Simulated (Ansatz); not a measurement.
# Zr$_{3}$TiCu$_{2}$: energy from the work of forces and stress

```yaml
crystal:
  lattice:
    - [3.15432, 0.00000, 0.00000]
    - [0.00000, 3.15432, 0.00000]
    - [0.00000, 0.00000, 11.01133]
  atoms:
    - { symbol: Zr, position: [0.00000, 0.00000, 0.65145] }
    - { symbol: Zr, position: [0.00000, 0.00000, 0.32937] }
    - { symbol: Zr, position: [0.50000, 0.50000, 0.85221] }
    - { symbol: Ti, position: [0.50000, 0.50000, 0.15158] }
    - { symbol: Cu, position: [0.00000, 0.00000, 0.02411] }
    - { symbol: Cu, position: [0.50000, 0.50000, 0.49128] }
```

All numbers below come from DFT PBEsol, scalar-relativistic, plane waves, PAW (Ansatz).

Settings: cutoff 420 eV, Γ-centred mesh 12×12×4 on the computed 6-atom cell, Gaussian smearing of 0.10 eV; no spin polarisation.

At the start the stress (GPa, compression positive, xx yy zz yz xz xy) is -3.59 -3.59 -3.47 0.00 0.00 0.00 and the forces (eV/Å) are Zr1 (0.00, 0.00, -0.01); Zr2 (0.00, 0.00, 0.03); Zr3 (0.00, 0.00, 0.01); Ti4 (0.00, 0.00, -0.01); Cu5 (0.00, 0.00, -0.01); Cu6 (0.00, 0.00, -0.02). Each variant moves atoms by u and then strains the cell by ε, so an atom ends at (r + u)(1 + ε); shears are tensor components, each standing twice in ε. The starting volume is 109.56 Å³.

Variant 1: strain (xx yy zz yz xz xy, %) 0.20 0.20 9.20 0.00 0.00 0.00, moves (Å) Zr1 (0.000, 0.000, 0.047); Zr2 (0.000, 0.000, -0.180); Zr3 (0.000, 0.000, -0.091); Ti4 (0.000, 0.000, 0.088); Cu5 (0.000, 0.000, 0.070); Cu6 (0.000, 0.000, 0.065). There the stress is -8.84 -8.84 -11.64 0.00 0.00 0.00 GPa and the forces (eV/Å) are Zr1 (0.00, 0.00, -0.40); Zr2 (0.00, 0.00, 1.34); Zr3 (0.00, 0.00, 0.57); Ti4 (0.00, 0.00, -1.20); Cu5 (0.00, 0.00, -0.11); Cu6 (0.00, 0.00, -0.19).

Variant 2: strain (xx yy zz yz xz xy, %) 2.68 2.68 8.68 0.00 0.00 0.00, moves (Å) Zr1 (0.000, 0.000, 0.156); Zr2 (0.000, 0.000, -0.154); Zr3 (0.000, 0.000, -0.056); Ti4 (0.000, 0.000, -0.067); Cu5 (0.000, 0.000, -0.129); Cu6 (0.000, 0.000, 0.251). There the stress is -12.31 -12.31 -14.37 0.00 0.00 0.00 GPa and the forces (eV/Å) are Zr1 (0.00, 0.00, -0.59); Zr2 (0.00, 0.00, 0.32); Zr3 (0.00, 0.00, 0.43); Ti4 (0.00, 0.00, -0.13); Cu5 (0.00, 0.00, 0.18); Cu6 (0.00, 0.00, -0.20).

Variant 3: strain (xx yy zz yz xz xy, %) 1.31 1.31 7.31 0.00 0.00 0.00, moves (Å) Zr1 (0.000, 0.000, 0.019); Zr2 (0.000, 0.000, -0.039); Zr3 (0.000, 0.000, -0.007); Cu5 (0.000, 0.000, 0.053); Cu6 (0.000, 0.000, -0.026). There the stress is -11.05 -11.05 -13.81 0.00 0.00 0.00 GPa and the forces (eV/Å) are Zr1 (0.00, 0.00, -0.04); Zr2 (0.00, 0.00, 0.04); Zr3 (0.00, 0.00, -0.02); Ti4 (0.00, 0.00, 0.10); Cu5 (0.00, 0.00, -0.14); Cu6 (0.00, 0.00, 0.05).

Variant 4: strain (xx yy zz yz xz xy, %) -4.01 -4.01 -1.01 0.00 0.00 0.00, moves (Å) Zr1 (0.000, 0.000, 0.070); Zr2 (0.000, 0.000, -0.193); Zr3 (0.000, 0.000, -0.062); Ti4 (0.000, 0.000, 0.271); Cu5 (0.000, 0.000, 0.035); Cu6 (0.000, 0.000, -0.120). There the stress is 12.47 12.47 10.14 0.00 0.00 0.00 GPa and the forces (eV/Å) are Zr1 (0.00, 0.00, -1.56); Zr2 (0.00, 0.00, 3.99); Zr3 (0.00, 0.00, 1.53); Ti4 (0.00, 0.00, -4.20); Cu5 (0.00, 0.00, 0.30); Cu6 (0.00, 0.00, -0.06).

Problem. Estimate each change of free energy from forces and stresses by the trapezoid rule along the path (r + tu)(1 + tε), t from 0 to 1, and compare with the computed change.

Solution. The derivative of the energy along the path is −F·u(1 + tε) for the atoms and −V σ(1 + tε)⁻¹ : ε for the cell, with F, σ and V taken at t (σ positive in compression; 1 eV/Å³ = 160.2 GPa). Averaging t = 0 and t = 1 gives, in meV per atom:
```tsv
variant	work on atoms	work on cell	sum	computed
1	40.7	82.4	123.2	134.8
2	21.6	144.9	166.5	186.9
3	1.1	96.8	97.9	102.1
4	173.6	41.1	214.7	195.1
```

The rule is exact for a quadratic energy surface and overshoots a term ct³ by c/2, so the difference between the last two columns measures the net anharmonic part along the path (terms of opposite sign can cancel, and the finite basis adds a little): 4 to 11 % here.

Spin polarisation was left out, and a magnetic state may lie lower.